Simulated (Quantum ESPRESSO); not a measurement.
Kohn-Sham bands of MoS$_{2}$ (R3m)

```
MoS2
1.0
   -1.59215     2.75768     0.00000
   -3.18430     0.00000     0.00000
   -1.59215     0.91923     6.48210
Mo S
1 2
Direct
  0.00022   0.00022   0.99934
  0.58706   0.58706   0.23881
  0.74670   0.74670   0.75991
```

Structure: Materials Project mp-1434, symmetrised, not relaxed again. COD (Crystallography Open Database) has the formula in 3 space groups, this one among them (matched by group alone). Computed values, not measurements, from PBEsol: Quantum ESPRESSO (norm-conserving PseudoDojo potentials, cutoff 64 Ry, spinors with spin-orbit coupling) on a Γ-centred 6×6×6 mesh, then Wannier90. Density: 12×12×12 mesh, cold smearing 0.01 Ry. The cell is built of weakly bound layers, chains or molecules, whose nearest atoms lie 3.85 Å apart. Database cells relaxed without dispersion often hold them too far apart, which can enlarge gaps and weakens couplings between them; spacing and stacking were not compared with the measured crystal.

The lattice is scaled uniformly by ε, fractional positions fixed (axis ratios and free coordinates are held, so this isn't the response to pressure); Kohn-Sham values from pw.x, the row at 1.0 % withheld:

```
ε (%)  gap (eV)  width of the top valence group (eV)  direct gap at Γ (eV)  direct gap at L (eV)
-----  --------  -----------------------------------  --------------------  --------------------
-2.0      1.077                                7.001                 3.340                 3.192
-1.0      1.079                                6.779                 3.194                 3.069
0.0       1.060                                6.565                 3.054                 2.947
1.0           ?                                    ?                     ?                     ?
2.0       1.019                                6.163                 2.793                 2.709
```

Fit y = y₀ + bε + cε² to the rows at -2.0, 0 and 2.0 %, check it on the fourth row, and predict the withheld one.


- gap (eV): b = (1.019 − 1.077)/4 = -0.0145, c = (1.019 + 1.077 − 2×1.060)/8 = -0.00300. Check at -1.0 %: 1.072 for 1.079. Prediction 1.043; the run gives 1.040.
- width of the top valence group (eV): b = (6.163 − 7.001)/4 = -0.2095, c = (6.163 + 7.001 − 2×6.565)/8 = 0.00425. Check at -1.0 %: 6.779 for 6.779. Prediction 6.360; the run gives 6.360.
- direct gap at Γ (eV): b = (2.793 − 3.340)/4 = -0.1367, c = (2.793 + 3.340 − 2×3.054)/8 = 0.00313. Check at -1.0 %: 3.194 for 3.194. Prediction 2.920; the run gives 2.921.
- direct gap at L (eV): b = (2.709 − 3.192)/4 = -0.1208, c = (2.709 + 3.192 − 2×2.947)/8 = 0.00087. Check at -1.0 %: 3.069 for 3.069. Prediction 2.827; the run gives 2.828.
